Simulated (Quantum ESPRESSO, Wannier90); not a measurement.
**PtSe₂ (CdI2 type): Wannier90 run**

```xyz
3
Lattice="3.7173 0.0000 0.0000 -1.8587 3.2193 0.0000 0.0000 0.0000 5.8201" Properties=species:S:1:pos:R:3 pbc="T T T"
Pt     0.0000     0.0000     0.0000
Se    -1.8587     1.0731    -1.3118
Se     1.8587    -1.0731     1.3118
```

Cell from Materials Project (mp-1115), symmetrised, no further relaxation. COD (Crystallography Open Database) has an entry of this formula and space group (matched by these alone). Method: PBEsol plane waves in Quantum ESPRESSO 7.5 (PseudoDojo norm-conserving files, 69 Ry, spinors with spin-orbit coupling), Bloch states on a 6×6×4 mesh through Γ, Wannier90 4.0.1. Density: 12×12×6 mesh, Gaussian smearing 0.01 Ry. The cell is built of weakly bound layers, chains or molecules, whose nearest atoms lie 3.85 Å apart. Database cells relaxed without dispersion often hold them too far apart, which can enlarge gaps and weakens couplings between them; spacing and stacking were not compared with the measured crystal.

A tight-binding model is made by disentanglement and projection with no localisation steps (num_iter = 0), so the 22 orbitals stay atom-like: hydrogen-like Pt: d; Se: p, axes along x, y, z; frozen window up to 1.84 eV relative to the valence-band maximum. It follows pw.x to 5.8 meV rms for states up to 1.3 eV relative to the valence-band maximum. Matrix elements depend on this choice of orbitals and windows.

Task: What are the on-site energies relative to the valence-band maximum, and how fast do the hoppings decay?

Result: 
```csv
atom,orbitals,energy (eV)
Pt1,dz2↑ dz2↓,-3.42
Pt1,dxz↑ dxz↓ dyz↑ dyz↓,-3.20
Pt1,dx2-y2↑ dx2-y2↓ dxy↑ dxy↓,-3.37
Se2,pz↑ pz↓,-2.06
Se2,px↑ px↓ py↑ py↓,-2.47
Se3,pz↑ pz↓,-2.06
Se3,px↑ px↓ py↑ py↓,-2.47
```

| distance of the centres (Å) | largest modulus (eV) |
|---|---|
| 2–3 | 1.3 |
| 3–4 | 0.75 |
| 4–5 | 0.13 |
| 5–6 | 0.11 |
| 6–7 | 0.042 |
| 7–8 | 0.081 |
| 8–9 | 0.026 |

Effective spin-orbit constants λ of λ L·S, from the same-site elements px↑–py↑ (λ/2) and dx2-y2↑–dxy↑ (λ), where they are among the larger elements: Pt1 d 0.54 eV.
